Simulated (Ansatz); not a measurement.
Starting cell, NiSi2 (fluorite type, space group Fm-3m):

```
NiSi2
1.0
    0.00000     2.72225     2.72225
    2.72225     0.00000     2.72225
    2.72225     2.72225     0.00000
Ni Si
1 2
Direct
  0.00000   0.00000   0.00000
  0.25000   0.25000   0.25000
  0.75000   0.75000   0.75000
```

In each cell atom 3 (Si, nearest neighbour Ni at 2.358 Å; its periodic images, 3.8 Å or more away, move with it) moves by s·(0.000, 0.000, 1.000) (along Cartesian z), the rest being held.

Method: PBE (plane waves to 420 eV, PAW, scalar-relativistic; Ansatz, a first-principles code). k mesh 12×12×12 (Γ-centred), Fermi-Dirac smearing 0.05 eV. Energies are smeared free energies. With partly filled bands, energies and forces of such displacements shift with the k mesh and the smearing. NiSi2 is run without spin polarisation. NiSi2 was relaxed with its symmetry unable to fall. ΔE is measured from the undisplaced structure. The last digit holds for this mesh only.

```json
[
 {"s (Å)": "-0.470", "ΔE (meV/cell)": "894.6"},
 {"s (Å)": "-0.376", "ΔE (meV/cell)": "withheld"},
 {"s (Å)": "-0.282", "ΔE (meV/cell)": "303.8"},
 {"s (Å)": "-0.188", "ΔE (meV/cell)": "131.7"},
 {"s (Å)": "-0.094", "ΔE (meV/cell)": "32.1"},
 {"s (Å)": "0.000", "ΔE (meV/cell)": "0.0"},
 {"s (Å)": "0.094", "ΔE (meV/cell)": "32.1"},
 {"s (Å)": "0.188", "ΔE (meV/cell)": "131.7"},
 {"s (Å)": "0.282", "ΔE (meV/cell)": "303.8"},
 {"s (Å)": "0.376", "ΔE (meV/cell)": "withheld"},
 {"s (Å)": "0.470", "ΔE (meV/cell)": "894.6"}
]
```

### Question
Fit an even polynomial form (powers 2, 4, 6) to the given rows and predict ΔE at s = 0.376.

### Answer
Least squares on the 9 given rows: ΔE = (3637)·s² + (2561)·s⁴ + (-3126)·s⁶, in meV/cell with s in Å; root-mean-square residual 0.13 meV/cell. At 0.376 the fit gives 556.5 meV/cell; the calculation gives 554.3 meV/cell, so the interpolation is off by 2.2 (+0.4 %). The quadratic term alone would give 514.2 meV/cell.

(A displaced cell: forces are minus the slopes of the energy, force constants its curvatures, and phonons follow from these.)
